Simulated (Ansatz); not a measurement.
Cu Kα1 powder pattern (kinematic, no thermal factors).
2θ (°) (relative intensity): 19.70 (24), 22.78 (4), 32.44 (17), 38.24 (100), 40.01 (53), 46.53 (11), 50.99 (6), 52.41 (2), 57.86 (6), 61.74 (32), 67.92 (29), 71.49 (4), 77.30 (3), 80.71 (11), 81.84 (19), 86.34 (2), 89.69 (2)

The pattern is computed from a structure relaxed with Ansatz 0.2.0, DFT PBE, scalar-relativistic, plane waves, PAW. No spin polarisation. Its elements are Ge, Si.

Question: Give the structure.

Answer: SiGe5.
Space group F-43m (No. 216). a = 7.801 Å, b = 7.801 Å, c = 7.801 Å, α = 90.00°, β = 90.00°, γ = 90.00°
```
atom  site  symmetry       x       y       z
  Si    4a      -43m  0.0000  0.0000  0.0000
  Ge    4d      -43m  0.2500  0.2500  0.7500
  Ge   16e       .3m  0.1252  0.3748  0.1252
```

A pattern alone doesn't exclude other cells with like lines; this is the one computed.

Another cell of SiGe5 relaxed alike, in I4/mmm, lies 174 meV/atom lower, so this cell isn't the stable form at this level.

It was reached by relaxing an invented guess, and it needn't be the stable form of this composition.
